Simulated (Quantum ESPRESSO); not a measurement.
# Band energies of Li5TaO5

```
CELL_PARAMETERS angstrom
      4.83730    -1.99779     0.00000
      4.83730     1.99779     0.00000
     -1.85223     0.00000     5.48265
ATOMIC_POSITIONS crystal
  Li 0.28624 0.28624 0.65446
  Li 0.71376 0.71376 0.34554
  Li 0.30898 0.30898 0.13913
  Li 0.69102 0.69102 0.86087
  Li 0.00000 0.00000 0.50000
  O  0.14672 0.14672 0.82657
  O  0.85328 0.85328 0.17343
  O  0.15740 0.15740 0.31882
  O  0.84260 0.84260 0.68118
  O  0.50000 0.50000 0.00000
  Ta 0.00000 0.00000 0.00000
```

PBEsol (Quantum ESPRESSO, PseudoDojo norm-conserving, 84 Ry, scalar-relativistic); path ΓYFLI,I1ZF1,YX1,XΓN,MΓ; energies in eV from the valence-band maximum.

| k (1/Å) | point | band 25 | band 26 | band 27 | band 28 | band 29 | band 30 | band 31 | band 32 |
|---|---|---|---|---|---|---|---|---|---|
| 0.00 | Γ | -1.15 | -0.54 | -0.32 | -0.13 | -0.08 | 3.81 | 4.18 | 4.61 |
| 0.57 |  | -1.20 | -1.17 | -0.80 | -0.57 | -0.43 | 4.07 | 4.32 | 5.06 |
| 1.13 |  | -1.15 | -0.97 | -0.67 | -0.47 | -0.23 | 3.91 | 3.98 | 4.85 |
| 1.51 | Y | -1.29 | -1.13 | -1.09 | -0.60 | -0.10 | 3.87 | 4.10 | 4.35 |
| 1.70 |  | -1.21 | -1.16 | -1.06 | -0.73 | -0.06 | 3.92 | 4.28 | 4.34 |
| 2.25 |  | -1.21 | -1.15 | -0.93 | -0.64 | -0.23 | 4.12 | 4.33 | 5.29 |
| 2.80 |  | -1.20 | -1.13 | -1.09 | -0.80 | -0.11 | 3.91 | 4.33 | 4.37 |
| 3.36 | F | -1.23 | -0.95 | -0.88 | -0.52 | -0.14 | 4.03 | 4.30 | 4.67 |
| 3.85 |  | -1.27 | -1.11 | -0.92 | -0.64 | -0.21 | 3.89 | 4.21 | 4.47 |
| 4.35 |  | -1.07 | -0.96 | -0.71 | -0.69 | -0.44 | 4.04 | 4.08 | 5.20 |
| 4.85 |  | -1.19 | -0.61 | -0.31 | -0.25 | -0.10 | 3.88 | 4.15 | 4.66 |
| 5.35 |  | -1.19 | -0.80 | -0.60 | -0.59 | -0.26 | 3.87 | 3.98 | 5.12 |
| 5.51 | L | -1.28 | -0.69 | -0.66 | -0.57 | -0.28 | 3.84 | 4.00 | 5.16 |
| 5.88 |  | -0.97 | -0.85 | -0.70 | -0.60 | -0.50 | 4.66 | 4.79 | 5.21 |
| 6.07 | I | -1.03 | -0.86 | -0.75 | -0.39 | -0.30 | 5.24 | 5.25 | 5.48 |
| 6.07 | I1 | -1.03 | -0.86 | -0.75 | -0.39 | -0.30 | 5.24 | 5.25 | 5.48 |
| 6.27 |  | -1.26 | -0.95 | -0.81 | -0.23 | -0.08 | 5.27 | 5.29 | 5.93 |
| 7.08 | Z | -1.18 | -1.18 | -0.93 | -0.64 | -0.23 | 4.12 | 4.34 | 5.30 |
| 7.58 |  | -1.18 | -1.05 | -0.87 | -0.69 | -0.31 | 3.94 | 4.17 | 4.89 |
| 8.08 |  | -1.04 | -0.79 | -0.61 | -0.41 | -0.14 | 3.88 | 4.01 | 5.00 |
| 8.57 |  | -1.23 | -0.70 | -0.44 | -0.32 | -0.12 | 3.96 | 4.15 | 4.67 |
| 9.07 |  | -1.26 | -1.11 | -1.11 | -0.65 | -0.11 | 3.87 | 4.17 | 4.33 |
| 9.40 | F1 | -1.23 | -0.95 | -0.88 | -0.52 | -0.14 | 4.03 | 4.30 | 4.67 |
| 9.40 | Y | -1.29 | -1.13 | -1.09 | -0.60 | -0.10 | 3.87 | 4.10 | 4.35 |
| 9.46 | X1 | -1.28 | -1.13 | -1.09 | -0.60 | -0.11 | 3.89 | 4.11 | 4.36 |
| 9.46 | X | -1.28 | -1.13 | -1.09 | -0.60 | -0.11 | 3.89 | 4.11 | 4.36 |
| 9.65 |  | -1.11 | -1.08 | -0.75 | -0.53 | -0.13 | 4.19 | 4.23 | 4.64 |
| 10.21 |  | -0.92 | -0.39 | -0.30 | -0.23 | -0.03 | 4.85 | 5.16 | 5.72 |
| 10.78 |  | -1.09 | -0.78 | -0.31 | -0.20 | -0.10 | 4.07 | 4.39 | 4.74 |
| 10.97 | Γ | -1.15 | -0.54 | -0.32 | -0.13 | -0.08 | 3.81 | 4.18 | 4.61 |
| 11.34 |  | -1.10 | -0.89 | -0.47 | -0.32 | -0.26 | 4.40 | 4.54 | 4.99 |
| 11.88 |  | -1.05 | -0.73 | -0.57 | -0.42 | -0.09 | 4.97 | 5.48 | 5.79 |
| 12.06 | N | -1.04 | -0.82 | -0.49 | -0.40 | -0.21 | 5.03 | 5.55 | 5.94 |
| 12.06 | M | -0.62 | -0.44 | -0.38 | -0.15 | -0.13 | 4.96 | 4.99 | 5.72 |
| 12.23 |  | -0.65 | -0.42 | -0.36 | -0.23 | -0.16 | 4.94 | 5.05 | 5.53 |
| 12.92 | Γ | -1.15 | -0.54 | -0.32 | -0.13 | -0.08 | 3.81 | 4.18 | 4.61 |

The PBEsol gap is indirect, 3.81 eV, from 38 % of the way from X to Γ to Γ; the smallest direct gap is 3.89 eV.

Spin-orbit coupling is left out, which matters for elements this heavy: edges can move by tenths of an eV.

Geometry of the Materials Project entry, not relaxed at this level.

The structure is a Materials Project entry; no match was found in the copy of COD used, and its stability was not checked.
